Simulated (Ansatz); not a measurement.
Question: Each is relaxed and computed with DFT-r²SCAN in the program Ansatz with PAW potentials. Which is the only metal?
A. VSi, CsCl type
B. CaO, CsCl type
C. SiB12C2, R-3m (B on 18h, B on 18h, C on 6c, Si on 3b)
D. SiGe, Pmma (Si on 2e, Ge on 2f)

Answer: A, VSi, CsCl type. VSi: metal; SiGe: gap 0.58 eV (indirect); SiB12C2: gap 1.87 eV (indirect); CaO: gap 3.27 eV (indirect). Spin orders computed, not proven ground states: VSi, CsCl type antiferromagnetic. Constructed cells (a structure type filled with these elements, in neither database checked): VSi, CsCl type. Typed or built starts, not in the databases checked: SiGe, Pmma (Si on 2e, Ge on 2f); SiB12C2, R-3m (B on 18h, B on 18h, C on 6c, Si on 3b). Not the usual ambient phase: CaO, CsCl type. Unstable at this level: VSi, CsCl type; CaO, CsCl type. All cells were relaxed under the symmetry of their starts (and spin orders); stability against distortions was not tested throughout. Cells of antiferromagnets are given as chemical subcells. Spin–orbit coupling is left out wherever it is not named.

Potentials: the earlier of the program's two PAW sets.
